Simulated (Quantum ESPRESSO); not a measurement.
Simulation results for ZnGa3N4 (made-up cell), Ca2MgZnO4 (made-up cell)

All values are calculated (Quantum ESPRESSO 7.5). Calculation on a made-up crystal cell, not a measurement: periodic Kohn-Sham density functional theory in plane waves with PseudoDojo standard norm-conserving scalar-relativistic pseudopotentials, each functional with its own files (v0.5 for PBE, v0.4.1 for LDA and PBEsol), no spin polarisation, no spin-orbit coupling, atoms not relaxed, stress positive in tension, energies less a fixed whole-eV offset for each atom's element; levels are Kohn-Sham levels at fractions of this cell's reciprocal vectors, counted from the reference band (half the neutral cell's valence electrons, rounded up) at Gamma; error bars cover cutoff and k-mesh only, not smearing or the files; added strain carries the atoms with the cell, and shear is the tensor component; each bar is the largest change over components, and at least 0.002 eV, 0.002 eV per angstrom or 0.02 GPa; energies are for the whole cell, and the offsets were chosen from early runs and are not element reference energies.

Settings shared by all entries: functional pbe; cutoff 1143 eV; scf tolerance 1e-07 eV; electrons removed 0.

(1) ZnGa3N4 (made-up cell)

Unstrained structure:
```
CELL_PARAMETERS angstrom
3.19560 -0.00840 0.00900
-0.01450 5.46010 -0.01720
0.01480 -0.01620 5.18330
ATOMIC_POSITIONS crystal
Ga 0.98440 0.01585 0.99910
Ga 0.50912 0.52050 0.00673
Ga 0.50835 0.17118 0.49229
Zn 0.99104 0.65634 0.50971
N 0.02165 0.98500 0.37070
N 0.50735 0.48417 0.39358
N 0.48313 0.17528 0.88252
N 0.97622 0.66280 0.88554
```

```
lattice type             : wurtzite
fermi dirac smearing     : 0.1 eV
added strain kind        : biaxial xx and yy
added strain             : -0.0015
k mesh                   : 8 x 6 x 6, shifted by half a step
structure shown          : before the added strain of -0.0015
free energy less offsets : -2.025 eV
smearing term minus ts   : -0.08544 eV
scf iterations           : 12
pressure                 : 11.43 GPa
stress xx                : -10.12 GPa
stress yy                : -15.81 GPa
stress zz                : -8.353 GPa
stress yz                : 3.83 GPa
stress xz                : 1.953 GPa
stress xy                : -5.462 GPa
fermi level              : -0.5972 eV
reference band           : 40
error bar energy         : 0.003937 eV
error bar stress         : 0.03028 GPa
error bar force          : 0.0034 eV/Å
error bar next band up   : 0.002 eV
error bar fermi level    : 0.003615 eV
error bars from          : tighter rerun of a related cell
```

Atoms:
```csv
atoms element,atom site,atom energy offset (eV)
Ga,1,-2080
Ga,2,-2080
Ga,3,-2080
Zn,4,-5687
N,5,-283
N,6,-283
N,7,-283
N,8,-283
```

Forces:
```csv
site,x (eV/Å),y (eV/Å),z (eV/Å)
1,0.007292,-0.9133,-0.04222
2,-2.194,-1.374,0.9004
3,0.1725,-2.709,1.102
4,0.6433,0.258,0.04757
5,-0.5748,1.27,0.3259
6,-0.6059,1.798,-1.871
7,0.3758,0.1235,-0.6403
8,2.175,1.546,0.1773
```

Levels:
```csv
level k point,next band up (eV)
Gamma,1.794
"(1/2,1/2,1/2)",4.086
"(0.15,0,0)",2.846
"(0,0.15,0)",2.232
"(0,0,0.15)",2.331
```

(2) ZnGa3N4 (made-up cell)

Structure as in entry 1.

```
lattice type             : wurtzite
fermi dirac smearing     : 0.1 eV
added strain kind        : biaxial xx and yy
added strain             : 0.0047
k mesh                   : 8 x 6 x 6, shifted by half a step
structure shown          : before the added strain of 0.0047
free energy less offsets : -2.104 eV
smearing term minus ts   : -0.08773 eV
scf iterations           : 12
pressure                 : 8.893 GPa
stress xx                : -6.872 GPa
stress yy                : -12.44 GPa
stress zz                : -7.365 GPa
stress yz                : 3.558 GPa
stress xz                : 1.875 GPa
stress xy                : -5.117 GPa
fermi level              : -0.5912 eV
reference band           : 40
error bar energy         : 0.003937 eV
error bar stress         : 0.03028 GPa
error bar force          : 0.0034 eV/Å
error bar next band up   : 0.002 eV
error bar fermi level    : 0.003615 eV
error bars from          : tighter rerun of this cell
```

Atoms:
```csv
atoms element,atom site,atom energy offset (eV)
Ga,1,-2080
Ga,2,-2080
Ga,3,-2080
Zn,4,-5687
N,5,-283
N,6,-283
N,7,-283
N,8,-283
```

Forces:
```csv
site,x (eV/Å),y (eV/Å),z (eV/Å)
1,0.01378,-0.8758,-0.09734
2,-2.083,-1.329,0.811
3,0.1463,-2.557,0.9963
4,0.6109,0.2484,-0.04153
5,-0.5536,1.259,0.3833
6,-0.57,1.671,-1.753
7,0.3724,0.1017,-0.5686
8,2.064,1.482,0.2697
```

Levels:
```csv
level k point,next band up (eV)
Gamma,1.722
"(1/2,1/2,1/2)",4.065
"(0.15,0,0)",2.786
"(0,0.15,0)",2.168
"(0,0,0.15)",2.262
```

(3) ZnGa3N4 (made-up cell)

Structure as in entry 1.

```
lattice type             : wurtzite
fermi dirac smearing     : 0.1 eV
added strain kind        : biaxial xx and yy
added strain             : 0.0122
k mesh                   : 8 x 6 x 6, shifted by half a step
structure shown          : before the added strain of 0.0122
free energy less offsets : -2.17 eV
smearing term minus ts   : -0.09052 eV
scf iterations           : 13
pressure                 : 6.029 GPa
stress xx                : -3.215 GPa
stress yy                : -8.648 GPa
stress zz                : -6.225 GPa
stress yz                : 3.251 GPa
stress xz                : 1.784 GPa
stress xy                : -4.731 GPa
fermi level              : -0.5852 eV
reference band           : 40
error bar energy         : 0.003937 eV
error bar stress         : 0.03028 GPa
error bar force          : 0.0034 eV/Å
error bar next band up   : 0.002 eV
error bar fermi level    : 0.003615 eV
error bars from          : tighter rerun of a related cell
```

Atoms:
```csv
atoms element,atom site,atom energy offset (eV)
Ga,1,-2080
Ga,2,-2080
Ga,3,-2080
Zn,4,-5687
N,5,-283
N,6,-283
N,7,-283
N,8,-283
```

Forces:
```csv
site,x (eV/Å),y (eV/Å),z (eV/Å)
1,0.02264,-0.8325,-0.1571
2,-1.958,-1.278,0.7126
3,0.1149,-2.384,0.881
4,0.5763,0.2382,-0.1397
5,-0.5278,1.248,0.4448
6,-0.5316,1.526,-1.622
7,0.3666,0.07611,-0.4903
8,1.937,1.406,0.3709
```

Levels:
```csv
level k point,next band up (eV)
Gamma,1.633
"(1/2,1/2,1/2)",4.037
"(0.15,0,0)",2.71
"(0,0.15,0)",2.088
"(0,0,0.15)",2.177
```

(4) ZnGa3N4 (made-up cell)

Structure as in entry 1.

```
lattice type             : wurtzite
fermi dirac smearing     : 0.1 eV
added strain kind        : biaxial xx and yy
added strain             : 0.0177
k mesh                   : 8 x 6 x 6, shifted by half a step
structure shown          : before the added strain of 0.0177
free energy less offsets : -2.2 eV
smearing term minus ts   : -0.09257 eV
scf iterations           : 13
pressure                 : 4.071 GPa
stress xx                : -0.7242 GPa
stress yy                : -6.052 GPa
stress zz                : -5.437 GPa
stress yz                : 3.035 GPa
stress xz                : 1.722 GPa
stress xy                : -4.458 GPa
fermi level              : -0.5814 eV
reference band           : 40
error bar energy         : 0.003937 eV
error bar stress         : 0.03028 GPa
error bar force          : 0.0034 eV/Å
error bar next band up   : 0.002 eV
error bar fermi level    : 0.003615 eV
error bars from          : tighter rerun of a related cell
```

Atoms:
```csv
atoms element,atom site,atom energy offset (eV)
Ga,1,-2080
Ga,2,-2080
Ga,3,-2080
Zn,4,-5687
N,5,-283
N,6,-283
N,7,-283
N,8,-283
```

Forces:
```csv
site,x (eV/Å),y (eV/Å),z (eV/Å)
1,0.02768,-0.8003,-0.1951
2,-1.869,-1.242,0.647
3,0.09376,-2.258,0.8017
4,0.5501,0.2299,-0.2061
5,-0.5105,1.239,0.4845
6,-0.5029,1.421,-1.532
7,0.3639,0.05876,-0.4388
8,1.847,1.352,0.4389
```

Levels:
```csv
level k point,next band up (eV)
Gamma,1.565
"(1/2,1/2,1/2)",4.015
"(0.15,0,0)",2.652
"(0,0.15,0)",2.027
"(0,0,0.15)",2.114
```

(5) ZnGa3N4 (made-up cell)

Structure as in entry 1.

```
lattice type             : wurtzite
fermi dirac smearing     : 0.1 eV
added strain kind        : biaxial xx and yy
added strain             : 0.0227
k mesh                   : 8 x 6 x 6, shifted by half a step
structure shown          : before the added strain of 0.0227
free energy less offsets : -2.213 eV
smearing term minus ts   : -0.09443 eV
scf iterations           : 13
pressure                 : 2.394 GPa
stress xx                : 1.398 GPa
stress yy                : -3.824 GPa
stress zz                : -4.754 GPa
stress yz                : 2.848 GPa
stress xz                : 1.663 GPa
stress xy                : -4.221 GPa
fermi level              : -0.5781 eV
reference band           : 40
error bar energy         : 0.003937 eV
error bar stress         : 0.03028 GPa
error bar force          : 0.0034 eV/Å
error bar next band up   : 0.002 eV
error bar fermi level    : 0.003615 eV
error bars from          : tighter rerun of a related cell
```

Atoms:
```csv
atoms element,atom site,atom energy offset (eV)
Ga,1,-2080
Ga,2,-2080
Ga,3,-2080
Zn,4,-5687
N,5,-283
N,6,-283
N,7,-283
N,8,-283
```

Forces:
```csv
site,x (eV/Å),y (eV/Å),z (eV/Å)
1,0.03319,-0.7728,-0.2259
2,-1.789,-1.211,0.5923
3,0.07434,-2.149,0.7345
4,0.5301,0.2245,-0.2623
5,-0.4949,1.23,0.5172
6,-0.4797,1.329,-1.456
7,0.3598,0.043,-0.3962
8,1.766,1.306,0.4961
```

Levels:
```csv
level k point,next band up (eV)
Gamma,1.504
"(1/2,1/2,1/2)",3.993
"(0.15,0,0)",2.599
"(0,0.15,0)",1.972
"(0,0,0.15)",2.057
```

(6) Ca2MgZnO4 (made-up cell)

Unstrained structure:
```
CELL_PARAMETERS angstrom
4.41400 -0.00360 0.01930
-0.00360 4.43640 0.05420
0.01930 0.05420 4.51240
ATOMIC_POSITIONS crystal
Ca 0.97412 0.96264 0.03216
Ca 0.00283 0.50022 0.51891
Zn 0.50950 0.97744 0.46534
Mg 0.52228 0.49425 0.01109
O 0.50295 0.98300 0.01162
O 0.51165 0.50147 0.50214
O 0.99850 0.96730 0.50279
O 0.99697 0.49761 0.00926
```

```
lattice type             : rocksalt
fermi dirac smearing     : 0.025 eV
added strain kind        : shear xy
added strain             : -0.0165
k mesh                   : 4 x 4 x 4, shifted by half a step
structure shown          : before the added strain of -0.0165
free energy less offsets : 1.534 eV
smearing term minus ts   : 0 eV
scf iterations           : 12
pressure                 : 18.36 GPa
stress xx                : -19.35 GPa
stress yy                : -20.36 GPa
stress zz                : -15.36 GPa
stress yz                : 1.774 GPa
stress xz                : 0.7297 GPa
stress xy                : -2.866 GPa
error bar energy         : 0.002 eV
error bar stress         : 0.039 GPa
error bar force          : 0.003012 eV/Å
error bars from          : tighter rerun of a related cell
```

Atoms:
```csv
atoms element,atom site,atom energy offset (eV)
Ca,1,-1055
Ca,2,-1055
Zn,3,-5687
Mg,4,-1617
O,5,-452
O,6,-452
O,7,-452
O,8,-452
```

Forces:
```csv
site,x (eV/Å),y (eV/Å),z (eV/Å)
1,2.195,2.366,-1.773
2,0.7862,-2.248,0.04642
3,-0.3902,0.2531,0.8504
4,-0.9376,-0.5023,-0.2343
5,-1.264,0.2776,-0.08096
6,-0.5324,-0.3822,-0.02813
7,0.06779,1.858,0.9836
8,0.07524,-1.622,0.2357
```

(7) Ca2MgZnO4 (made-up cell)

Structure as in entry 6.

```
lattice type             : rocksalt
fermi dirac smearing     : 0.025 eV
added strain kind        : shear xy
added strain             : -0.0045
k mesh                   : 4 x 4 x 4, shifted by half a step
structure shown          : before the added strain of -0.0045
free energy less offsets : 1.508 eV
smearing term minus ts   : 0 eV
scf iterations           : 12
pressure                 : 18.39 GPa
stress xx                : -19.32 GPa
stress yy                : -20.38 GPa
stress zz                : -15.48 GPa
stress yz                : 1.844 GPa
stress xz                : 0.8668 GPa
stress xy                : -0.7904 GPa
error bar energy         : 0.002 eV
error bar stress         : 0.039 GPa
error bar force          : 0.003012 eV/Å
error bars from          : tighter rerun of a related cell
```

Atoms:
```csv
atoms element,atom site,atom energy offset (eV)
Ca,1,-1055
Ca,2,-1055
Zn,3,-5687
Mg,4,-1617
O,5,-452
O,6,-452
O,7,-452
O,8,-452
```

Forces:
```csv
site,x (eV/Å),y (eV/Å),z (eV/Å)
1,2.204,2.366,-1.78
2,0.7899,-2.268,0.04722
3,-0.4043,0.2495,0.8545
4,-0.8998,-0.4439,-0.2314
5,-1.297,0.2746,-0.0826
6,-0.5203,-0.3815,-0.02521
7,0.05623,1.855,0.9839
8,0.07143,-1.652,0.2338
```

(8) Ca2MgZnO4 (made-up cell)

Structure as in entry 6.

```
lattice type         : rocksalt
fermi dirac smearing : 0.025 eV
added strain kind    : shear xy
added strain         : -0.0009
k mesh               : 4 x 4 x 4, shifted by half a step
structure shown      : before the added strain of -0.0009
pressure             : ?
stress yy            : ?
```

Atoms:
```csv
atoms element,atom site,atom energy offset (eV)
Ca,1,-1055
Ca,2,-1055
Zn,3,-5687
Mg,4,-1617
O,5,-452
O,6,-452
O,7,-452
O,8,-452
```

Q: What pressure does the calculation give for Ca2MgZnO4 (made-up cell) (entry 8)?
A: 18.4 GPa

Q: Estimate the stress yy of Ca2MgZnO4 (made-up cell) (entry 8).
A: -20.39 GPa

Q: Give the table of forces values for Ca2MgZnO4 (made-up cell) (entry 8).
A: 
Forces:
```csv
site,x (eV/Å),y (eV/Å),z (eV/Å)
1,2.208,2.364,-1.782
2,0.7906,-2.274,0.04777
3,-0.4087,0.2482,0.8551
4,-0.8881,-0.4264,-0.2306
5,-1.308,0.2736,-0.08285
6,-0.5163,-0.3811,-0.02449
7,0.05275,1.854,0.9838
8,0.07068,-1.659,0.2333
```

Further results for Ca2MgZnO4 (made-up cell) (entry 8):

```
free energy less offsets : 1.505 eV
smearing term minus ts   : 0 eV
scf iterations           : 12
stress xx                : -19.32 GPa
stress zz                : -15.5 GPa
stress yz                : 1.866 GPa
stress xz                : 0.9076 GPa
stress xy                : -0.1695 GPa
error bar energy         : 0.002 eV
error bar stress         : 0.039 GPa
error bar force          : 0.003012 eV/Å
error bars from          : tighter rerun of a related cell
```
